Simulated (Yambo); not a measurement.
G0W0@PBEsol for Cs₂KYF₆ (space group Fm-3m, No. 225) in Yambo (2×2×2 mesh, 8 Ry block, plasmon pole, screening fixed), without a terminator:

```json
[
 {"bands N in G": "148", "gap Γ → Γ (eV)": "9.447", "shift of the valence edge (eV)": "-1.819"},
 {"bands N in G": "260", "gap Γ → Γ (eV)": "9.506", "shift of the valence edge (eV)": "-2.038"},
 {"bands N in G": "409", "gap Γ → Γ (eV)": "9.574", "shift of the valence edge (eV)": "-2.167"}
]
```

Extrapolate both columns to infinite N with E(N) = E∞ + A/N, test the form, and compare with the terminator.

From two points, E∞ = (N2 E2 − N1 E1)/(N2 − N1). The two largest N give 9.69 eV for the gap and -2.39 eV for the shift; the two smallest give 9.58 eV and -2.33 eV. For the gap the slopes A are -20 and -49 eV: the form isn't reached, and its limit is uncertain. For the shift the slopes A are 75 and 92 eV: the form isn't reached, and its limit is uncertain. With the Bruneval-Gonze terminator and 409 bands the run gives 9.68 eV and -2.33 eV, 0.02 eV and 0.06 eV from the extrapolated values: the terminator too is an estimate of the remainder. Block, mesh and the bands in W are held fixed.

Geometry of the Materials Project entry, not relaxed at this level; primitive cell a = b = c = 6.803 Å, α = β = γ = 60.00°.

A shift is the quasiparticle energy of the state minus its PBEsol energy.
